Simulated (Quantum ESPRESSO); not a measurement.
# AsSi6Ga: a curve over one atom's position

Computed values, not a measurement. The program is pw.x of Quantum ESPRESSO 7.5 (plane-wave density functional theory). The cell is made up: 8 atoms on a zincblende/diamond lattice, with randomly drawn elements, strain and displacements, not relaxed. PseudoDojo standard norm-conserving files (v0.5 for PBE, v0.4.1 for LDA and PBEsol) set the functional; there is no spin polarisation, spin-orbit coupling or dispersion term, and the masses in the input are unused placeholders.

Seven runs move atom 6 (Ga, counted in the order of the input) along y and keep all else fixed.

Input of the run at +0.0217:

```
&control calculation='scf', pseudo_dir='./dojo.nc.sr.pbe.v0_5.standard.upf', outdir='./o', disk_io='low', tprnfor=.true., tstress=.true. /
&system ibrav=0, nat=8, ntyp=3, nbnd=36, ecutwfc=84.00895049, nosym=.true., tot_charge=0,
 occupations='smearing', smearing='fd', degauss=0.0073498644
/
&electrons conv_thr=7.350e-09, electron_maxstep=60, /
ATOMIC_SPECIES
As 1.0 As.upf
Ga 1.0 Ga.upf
Si 1.0 Si.upf
CELL_PARAMETERS angstrom
5.5496 -0.0798 0.031
-0.0798 5.538 -0.0738
0.031 -0.0738 5.5617
ATOMIC_POSITIONS angstrom
As -0.0877 0.0109 0.0141
Si -0.113 2.7375 2.675
Si 2.8276 -0.0963 2.7528
Si 2.7174 2.7084 -0.0612
Si 1.312 1.2864 1.2986
Ga 1.2062 4.1336 4.1308
Si 4.1739 1.1672 4.1728
Si 4.1578 4.0007 1.3218
K_POINTS automatic
6 6 6 1 1 1
```

```
shift of atom 6 along y (Å)  free energy less that of the input shown (eV)  Fx on atom 6 (eV/Å)  Fy on atom 6 (eV/Å)  Fz on atom 6 (eV/Å)  pressure (GPa)  iterations
                    -0.1530                                        -0.0539                1.667                0.507               -0.475            0.25          10
                    -0.1236                                        -0.0649                1.669                0.236               -0.567            0.22          10
                    -0.0425                                        -0.0532                1.691               -0.525               -0.823            0.21          10
                    -0.0233                                        -0.0414                1.701               -0.707               -0.885            0.23          10
                    +0.0217                                         0.0000                1.730               -1.133               -1.032            0.28          10
                    +0.0376                                         0.0192                1.743               -1.284               -1.084            0.30          10
                    +0.1155                                         0.1475                1.824               -2.009               -1.348            0.48          10
```

A cubic fit gives dFy/dy = -9.48 eV/Å² at zero shift. Across the table the free energy follows the integral of the force to within 0.1 meV. A rerun of one of the cells at 1437 eV and a 8 x 8 x 8 mesh moved values by no more than 0.002 eV in energy, 0.02 GPa in stress and 0.004 eV/Å in force.